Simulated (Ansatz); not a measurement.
## CsPb2Br5: Field gradients at the nuclei

The cell is a computed structure from the Materials Project (it need not be an observed phase).

Space group I4/mcm (No. 140); a = 8.5372, c = 15.5859 Å.

```
site  Wyckoff  site symmetry       x       y       z
  Cs       4a            422  0.0000  0.0000  0.7500
  Pb       8h           m.2m  0.3326  0.1674  0.5000
 Br7       4c          4/m..  0.0000  0.0000  0.5000
 Br9      16l            ..m  0.1538  0.3462  0.3736
```

One atom of each set is listed; the run and its k-mesh use a cell of 16 atoms with edges of 9.86, 9.86, 9.86 Å.

Computed with Ansatz: DFT, PBE, plane waves and PAW, scalar-relativistic, 420 eV cutoff, Γ-centred 5×5×5 k-points, Fermi–Dirac smearing 0.02 eV.

Conventions: |V_zz| ≥ |V_yy| ≥ |V_xx|, η = (V_xx − V_yy)/V_zz, C_Q = eQV_zz/h.

133Cs: I = 7/2, Q = -3.430 mb; ⁷⁹Br: I = 3/2, Q = 308.7 mb. Quadrupole moments are those of Pyykkö's year-2017 table.

Task: Which values are expected at the nuclei?

Result: 

```
site  atoms           first shell  V_xx, V_yy, V_zz (10²¹ V/m²)     η  C_Q (MHz)
  Cs      2  10 Br at 3.76–3.90 Å             0.19, 0.19, -0.38  0.00      0.031
  Pb      4   8 Br at 2.92–3.38 Å          -2.47, -13.30, 15.78  0.69          –
 Br7      2        4 Pb at 3.18 Å            9.16, 9.16, -18.32  0.00       -137
 Br9      8        1 Pb at 2.92 Å            -2.46, -7.19, 9.64  0.49       72.0
```

An axis of threefold or higher order runs through Cs and Br7, so V_zz lies along it and η is zero. At Br9 V_zz points along its bond to Pb (within 6°).

Pb has no stable isotope with a ground-state quadrupole moment in the table, so no C_Q is given.

Spin–orbit coupling is left out, which shifts gradients on Pb by a few per cent, and by more where contributions nearly cancel.

The run took 2 min of wall time (2 min of CPU time) and 1.2 GiB at its peak, on 1 thread of Arm Neoverse V1 (aarch64; 8 cores open to the job, memory cap 2.5 GiB, no GPU), a shared host with a load of 0.6 a core.
